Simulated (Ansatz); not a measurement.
TeO2:
Space group P2₁2₁2₁ (No. 19); a = 4.4344 Å, b = 4.8838 Å, c = 8.7817 Å, α = 90.00°, β = 90.00°, γ = 90.00°

```
atom  site  symmetry       x       y       z
----  ----  --------  ------  ------  ------
Te      4a         1  0.3814  0.0324  0.6025
O       4a         1  0.2739  0.3568  0.4601
O       4a         1  0.1707  0.7532  0.2751
```

Relaxed with r²SCAN. 

Q: HSE06 on this cell (Ansatz, a program for electronic structure, PAW) gives a gap of 4.26 eV. What does r²SCAN give?

A: 3.50 eV.

Cost on shared cores: the r²SCAN run (SCF on a 6×6×3 mesh, then bands and DOS) very roughly 8 core-minutes, the HSE06 run (SCF on 4×4×2, then a few points) around 6 core-minutes (rough); the tasks are unlike.

Space group P2_12_12_1. The workflow started from a Materials Project entry (that database holds measured and hypothetical structures alike); the Crystallography Open Database files this formula in space group No. 19, but the cells were not matched. Whether it is the stable phase at ambient conditions was not checked. Symmetry was held in the r²SCAN relaxation; its stability against distortions is not shown here. Spin–orbit coupling is left out wherever it is not named.

Potentials: the earlier of the program's two PAW sets.

Ansatz is a plane-wave DFT program.
